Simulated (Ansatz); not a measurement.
## How the vibrations of In2O change with volume

All numbers below come from DFT PBEsol, scalar-relativistic, plane waves, PAW (Ansatz 0.2.0). Plane waves to 420 eV; Γ-centred k mesh 12×12×4; Fermi-Dirac smearing of 0.15 eV. No spin polarisation. Phonons by linear response, acoustic sum rule imposed.

The cell, relaxed at this level:
Space group P-3m1 (No. 164). a = 3.354 Å, b = 3.354 Å, c = 12.453 Å, α = 90.00°, β = 90.00°, γ = 120.00°
| atom | site | symmetry | x | y | z |
| --- | --- | --- | --- | --- | --- |
| In | 2c | 3m. | 0.0000 | 0.0000 | 0.3829 |
| In | 2d | 3m. | 0.6667 | 0.3333 | 0.1140 |
| O | 2d | 3m. | 0.6667 | 0.3333 | 0.3037 |

The cell was built by swapping an element in a database structure (itself possibly hypothetical) and relaxing; it need not be the stable form of this composition. In a metal, frequencies depend on the k mesh and the smearing, soft modes most. A semilocal functional can close a gap that the real compound has.

Cells at 0.98 and 1.02 times the equilibrium volume were relaxed in shape and atoms; γ = −d ln ν / d ln V, modes matched by rank.

(1) Give the optical frequencies at Γ (cm⁻¹) at the three volumes and the mode Grüneisen parameters.

(2) What pressures hold the two strained cells, and what bulk modulus follows?

Answers

(1)
```tsv
0.98 V	V	1.02 V	γ	degeneracy
25	26	26	-0.20	2
38	38	39	-0.57	2
46	46	47	-0.79	2
91	87	83	2.27	1
116	110	104	2.58	1
142	136	129	2.37	1
331	319	308	1.74	1
342	333	325	1.29	1
354	351	348	0.39	2
356	353	350	0.42	2
```

(2) 1.06 GPa at 0.98 V and -0.95 GPa at 1.02 V, so B = −dP/d ln V ≈ 50 GPa.